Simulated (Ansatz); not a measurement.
Values for one crystal, relaxed and computed with r²SCAN (plane waves, PAW; program Ansatz); other levels are named.

| Item | Value |
|---|---|
| Volume per atom | 12.44 Å³ |
| Band gap | 1.33 eV (indirect) |
| Valence-band maximum | on the K–Γ line, 61 % of the way from K |
| Bulk modulus (Birch–Murnaghan fit) | 111 GPa |
| Hole effective mass | 0.20, 1.00, 1.1 mₑ (principal values) |
| Pressure derivative B′ | 3.8 |
| Smallest direct gap on the standard path | 4.60 eV |

Task: Which of these materials gives this?
(A) MgO, rock salt
(B) BeS, rock salt
(C) MgS, rock salt
(D) CaO, rock salt

Result: B, BeS, rock salt

Space group Fm-3m (rock salt). The start of the workflow was typed in or built on a structure type; neither database checked (COD, Materials Project) lists it. COD files the formula under space group No. 216, so this cell is another polymorph or a model. Whether it is the stable phase at ambient conditions was not checked. Symmetry was held in the r²SCAN relaxation; its stability against distortions is not shown here.

Potentials: the earlier of the program's two PAW sets.
